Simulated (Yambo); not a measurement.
Bethe-Salpeter results for NaBaIrH₆

```
CELL_PARAMETERS angstrom
      0.00000     3.92255     3.92255
      3.92255     0.00000     3.92255
      3.92255     3.92255     0.00000
ATOMIC_POSITIONS crystal
  H  0.78497 0.21503 0.21503
  H  0.78497 0.78497 0.21503
  H  0.21503 0.78497 0.78497
  H  0.21503 0.21503 0.78497
  H  0.21503 0.78497 0.21503
  H  0.78497 0.21503 0.78497
  Na 0.75000 0.75000 0.75000
  Ba 0.25000 0.25000 0.25000
  Ir 0.00000 0.00000 0.00000
```

The geometry is that of Materials Project entry mp-1182061, symmetrised and not relaxed again.

BSE in Yambo on norm-conserving PBEsol (Quantum ESPRESSO, 88 Ry, no spin-orbit coupling) bands: 6×6×6 mesh, 9 valence and 7 conduction bands, static screening with 65 bands and a 3 Ry block, scissor 1.33 eV, Tamm-Dancoff; field along x.

```json
[
 {"state": "1", "energy (eV)": "3.52", "states within 2 meV": "3", "relative strength": "< 0.01", "class": "dark", "main transitions": "several band pairs"},
 {"state": "2", "energy (eV)": "3.80", "states within 2 meV": "3", "relative strength": "< 0.01", "class": "dark", "main transitions": "several band pairs"},
 {"state": "3", "energy (eV)": "4.09", "states within 2 meV": "3", "relative strength": "0.65", "class": "weak", "main transitions": "several band pairs"},
 {"state": "4", "energy (eV)": "4.16", "states within 2 meV": "3", "relative strength": "< 0.01", "class": "dark", "main transitions": "several band pairs"},
 {"state": "5", "energy (eV)": "4.25", "states within 2 meV": "2", "relative strength": "< 0.01", "class": "dark", "main transitions": "VB → CB (63 %)"},
 {"state": "6", "energy (eV)": "4.26", "states within 2 meV": "3", "relative strength": "< 0.01", "class": "dark", "main transitions": "several band pairs"},
 {"state": "7", "energy (eV)": "4.26", "states within 2 meV": "1", "relative strength": "< 0.01", "class": "dark", "main transitions": "VB → CB (86 %)"},
 {"state": "8", "energy (eV)": "4.27", "states within 2 meV": "3", "relative strength": "1.00", "class": "weak", "main transitions": "several band pairs"}
]
```

These are vertical excitations (zero momentum). The direct quasiparticle gap on this mesh is 4.45 eV; counted from there, state 1 is bound by 0.93 eV. Convergence with the mesh was not shown.

Spin singlets only. Strengths are relative to the strongest of the lowest states of this run; strong means a line over 3 % of the spectrum's maximum, dark under 0.03 %. Absolute energies carry the error of the G0W0 scissor, whose convergence isn't established.

Without spin-orbit coupling, band edges of such heavy elements can be off by tenths of an eV.

The structure is a Materials Project entry; no match was found in the copy of COD used, and its stability was not checked.
